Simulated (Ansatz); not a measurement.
As:
```
CELL_PARAMETERS angstrom
     -1.68388     1.68388     1.68388
      1.68388    -1.68388     1.68388
      1.68388     1.68388    -1.68388
ATOMIC_POSITIONS crystal
  As 0.00000 0.00000 0.00000
```

Relaxed with PBE. Special points in fractions of this cell's reciprocal vectors: Γ (0.000, 0.000, 0.000); H (0.500, -0.500, 0.500); N (0.000, 0.000, 0.500); P (0.250, 0.250, 0.250).

Problem. List the band energies nearest the Fermi level at these points for PBE with spin–orbit coupling in the plane-wave PAW code Ansatz.

Solution. In eV from the Fermi level; about four levels below and three above (degenerate sets whole), none deeper than 8.9 eV; … stands for higher levels left out; points with the same levels are listed once.

| k | below | above |
|---|---|---|
| Γ | – | 5.48 5.48 6.06 6.06 6.06 6.06 |
| H | -2.12 -2.12 -2.12 -2.12 | … |
| N | -6.47 -6.47 | 1.92 1.92 4.34 4.34 |
| P | -3.13 -3.13 -3.13 -3.13 | 17.49 17.49 … |

Space group Im-3m (bcc (W type)). The cell is a constructed one: a structure type filled with these elements; neither database checked (COD, Materials Project) lists it. It is not the phase usual at ambient conditions (space group No. 166). Symmetry was held in the PBE relaxation; whether a distortion lowers the energy is not shown.

Potentials: the later of the program's two PAW sets.
